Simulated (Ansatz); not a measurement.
Values for one crystal, relaxed and computed with r²SCAN in the plane-wave PAW code Ansatz; other levels are named.

```yaml
volume_per_atom: 26.42 Å³
electronic_character: metallic (no gap)
Formation energy from the elements (no fitted shifts): -0.75 eV/atom
Density of states at the Fermi level: 0.53 states/eV per atom (mean over ±0.08 eV)
```

**Question.** Which compound is it?
(A) MgNi3C, anti-perovskite
(B) SiGe, P-6m2 (Ge on 1a, Si on 1f)
(C) Cr3Se4, C2/m (Cr on 2d, Cr on 4i, Se on 4i, Se on 4i)
(D) La11Ni4Ge6, C2/m (Pearson symbol mS42)

**Answer.** D, La11Ni4Ge6, C2/m (Pearson symbol mS42)

The workflow started from a Materials Project entry (that database holds measured and hypothetical structures alike); the Crystallography Open Database files this formula in space group No. 12, but the cells were not matched. Its standing as an ambient phase is unchecked. The r²SCAN relaxation kept the symmetry of its start; whether a distortion lowers the energy is not shown. The run is not spin-polarised. The references are the lowest solids computed at this level, not always the standard phases. Spin–orbit coupling is left out wherever it is not named.

Potentials: the later of the program's two PAW sets.
